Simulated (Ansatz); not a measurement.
Si:
```cif
data_Si136
_chemical_formula_sum 'Si136'
_space_group_name_H-M_alt 'Fd-3m :1'
_space_group_IT_number 227
_space_group_name_Hall 'F 4d 2 3 -1d'
_cell_length_a 14.62428
_cell_length_b 14.62428
_cell_length_c 14.62428
_cell_angle_alpha 90.000
_cell_angle_beta 90.000
_cell_angle_gamma 90.000
loop_
_atom_site_label
_atom_site_type_symbol
_atom_site_symmetry_multiplicity
_atom_site_Wyckoff_symbol
_atom_site_fract_x
_atom_site_fract_y
_atom_site_fract_z
_atom_site_occupancy
Si1 Si 8 a 0.00000 0.00000 0.00000 1
Si2 Si 32 e 0.35864 0.35864 0.35864 1
Si3 Si 96 g 0.05849 0.05849 0.25283 1
```
(The calculation used a cell of 34 atoms; values per cell refer to that cell.)

Relaxed with PBEsol. 

Problem. HSE06 on this cell (Ansatz, a program for electronic structure, PAW) gives a gap of 1.03 eV. What does PBEsol give?

Solution. 0.43 eV.

Cost on shared cores: the PBEsol run (SCF on a 4×4×4 mesh, then bands and DOS) around 13 core-minutes (rough), the HSE06 run (SCF on 2×2×2, then a few points) around 40 core-minutes (rough); the tasks are unlike.

The first step of the workflow began from a Materials Project structure, measured or hypothetical. Its sites differ from those of the usual phase in this space group: another stacking or structure type. The cell was relaxed with PBEsol under the symmetry of its start; whether a distortion lowers the energy is not shown.

Potentials: the later of the program's two PAW sets.

Ansatz is a plane-wave DFT program.
